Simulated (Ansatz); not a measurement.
AlRh$_{3}$N (anti-perovskite, space group No. 221) at seven volumes, the program Ansatz at the PBE level (PAW), scaled uniformly. One row is withheld.

```csv
V (Å³/atom),P (GPa)
11.958,25.99
12.352,15.78
12.746,7.20
13.140,0.00
13.535,?
13.929,-11.12
14.323,-15.36
```

Task: Fit the shown pressures and predict the withheld one.

Result: Third-order Birch–Murnaghan: P = (3/2)B₀(x^(7/2) − x^(5/2))[1 + (3/4)(B′ − 4)(x − 1)] with x = (V₀/V)^(2/3). Least squares on the six rows gives V₀ = 13.140 Å³/atom, B₀ = 219.4 GPa, B′ = 4.83. At V = 13.535, x = 0.9804 and P = -6.05 GPa. The run itself gave -6.05 GPa.

Space group Pm-3m (anti-perovskite). The start of the workflow was typed in or built on a structure type; neither database checked (COD, Materials Project) lists it. Whether it is the stable phase at ambient conditions was not checked. Symmetry was held in the PBE relaxation; whether a distortion lowers the energy is not shown. The workflow began spin-polarised and lost its moments. The volume moved by 20 % from the start of the relaxation.

Potentials: the later of the program's two PAW sets.
